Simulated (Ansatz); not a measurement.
All cells below were computed with PBEsol (plane-wave PAW, Ansatz 0.2.0, no spin polarisation, atoms fixed as given).

Question: Rank them by the largest positive Bader charge, smallest first.
A.
Rb3ScP6 (420 eV, 6×6×6 mesh on the cell that ran, as a rule the primitive one, fermi-dirac 0.1 eV)
Space group Fm-3m (No. 225). a = 10.000 Å, b = 10.000 Å, c = 10.000 Å, α = 90.00°, β = 90.00°, γ = 90.00°
| atom | site | symmetry | x | y | z |
| --- | --- | --- | --- | --- | --- |
| Rb | 8c | -43m | 0.2500 | 0.7500 | 0.7500 |
| Rb | 4b | m-3m | 0.5000 | 0.0000 | 0.0000 |
| P | 24e | 4m.m | 0.7701 | 0.0000 | 0.0000 |
| Sc | 4a | m-3m | 0.0000 | 0.0000 | 0.0000 |
B.
LuAl2Sn2 (420 eV, 9×9×5 mesh on the cell that ran, as a rule the primitive one, fermi-dirac 0.1 eV)
```cif
data_structure
_symmetry_space_group_name_H-M 'P-3m1'
_symmetry_Int_Tables_number 164
_cell_length_a 4.3579
_cell_length_b 4.3579
_cell_length_c 6.9297
_cell_angle_alpha 90.000
_cell_angle_beta 90.000
_cell_angle_gamma 120.000
_cell_volume 113.97
loop_
_atom_site_label
_atom_site_type_symbol
_atom_site_symmetry_multiplicity
_atom_site_Wyckoff_symbol
_atom_site_fract_x
_atom_site_fract_y
_atom_site_fract_z
_atom_site_occupancy
Al1 Al 2 d 0.33333 0.66667 0.64150 1
Lu1 Lu 1 a 0.00000 0.00000 0.00000 1
Sn1 Sn 2 d 0.33333 0.66667 0.25137 1
```
C.
YTeAs (420 eV, 8×8×8 mesh on the cell that ran, as a rule the primitive one, fermi-dirac 0.1 eV)
```
As Te Y
1.0
     0.00000    4.16976    0.00000
     4.16976    0.00000    0.00000
     2.08488    2.08488   -8.65785
As Te Y
2 2 2
Cartesian
  0.0000 2.0849 0.0000
  2.0849 0.0000 0.0000
  2.0849 2.0849 -3.2986
  4.1698 4.1698 -5.3592
  2.0849 2.0849 -6.6752
  4.1698 4.1698 -1.9826
```

Answer: A (+1.08 e), B (+1.37 e), C (+1.63 e).

Origins: LuAl2Sn2, a known structure type with other elements, at an estimated volume; Rb3ScP6, a known structure type with other elements, at an estimated volume; YTeAs, a known structure type with other elements, at an estimated volume. Caveats for one or more cells: many states at the Fermi level without spin polarisation, so a magnetic state may lie lower.
